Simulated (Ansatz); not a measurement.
GeW in space group P6/mmm (No. 191; W on 3f, Ge on 1a, Ge on 2d) under volume change, PBE in the plane-wave PAW code Ansatz, shape and atoms relaxed at each volume.

| V (Å³/atom) | E − E(relaxed) (meV/atom) | P (GPa) |
|---|---|---|
| 16.840 | 94.2 | 19.73 |
| 17.395 | 39.5 | 12.04 |
| 17.950 | ? | ? |
| 18.505 | 0.0 | 0.01 |
| 19.060 | 8.3 | -4.69 |
| 19.615 | ? | ? |
| 20.171 | 67.6 | -11.98 |

Q: Some entries are withheld; supply them.

A: 
- 19.615, E − E(relaxed) (meV/atom): 31.7
- 19.615, P (GPa): -8.65
- 17.950, E − E(relaxed) (meV/atom): 9.4
- 17.950, P (GPa): 5.54

Q: What does a third-order Birch–Murnaghan fit give for V₀, B₀ and B′?

A: V₀ = 18.51 Å³/atom, B₀ = 169 GPa, B′ = 4.5.

The cell is a constructed one: a structure type filled with these elements; neither database checked (COD, Materials Project) lists it. Whether it is the stable phase at ambient conditions was not checked. The cell was relaxed with PBE under the symmetry of its start; its stability against distortions is not shown here. No spin polarisation was allowed. Spin–orbit coupling is left out wherever it is not named.

Potentials: the later of the program's two PAW sets.
